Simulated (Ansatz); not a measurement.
Ru:
```
CELL_PARAMETERS angstrom
      2.69850     0.00000     0.00000
     -1.34925     2.33697     0.00000
      0.00000     0.00000     4.26464
ATOMIC_POSITIONS crystal
  Ru 0.33333 0.66667 0.75000
  Ru 0.66667 0.33333 0.25000
```

Relaxed with PBE+D3(BJ). Special points in fractions of this cell's reciprocal vectors: Γ (0.000, 0.000, 0.000); M (0.500, 0.000, 0.000); K (0.333, 0.333, 0.000); A (0.000, 0.000, 0.500); L (0.500, 0.000, 0.500); H (0.333, 0.333, 0.500).

Question: List the band energies nearest the Fermi level at these points for the program Ansatz at the PBE+D3(BJ) level (PAW).

Answer: In eV from the Fermi level; about four levels below and three above (degenerate sets whole), none deeper than 8.9 eV; … stands for higher levels left out; points with the same levels are listed once.

| k | below | above |
|---|---|---|
| Γ | -1.97 -1.97 -1.44 -1.44 | 1.18 1.18 … |
| M | -3.09 -2.11 -1.84 -1.55 | 1.42 1.84 1.93 |
| K | -3.85 -2.90 -2.90 -1.11 | 1.01 1.01 1.45 |
| A | -2.83 -2.83 -2.83 -2.83 -2.76 -2.76 | … |
| L | -4.61 -4.61 -1.10 -1.10 | 0.43 0.43 1.68 1.68 |
| H | -2.77 -2.77 -1.23 -1.23 | 1.22 1.22 … |

Space group P6_3/mmc (hcp (Mg type)). The PBE+D3(BJ) relaxation kept the symmetry of its start. The run is not spin-polarised. The pairwise dispersion correction was not fitted to metals. Spin–orbit coupling is left out wherever it is not named.

Potentials: the later of the program's two PAW sets.
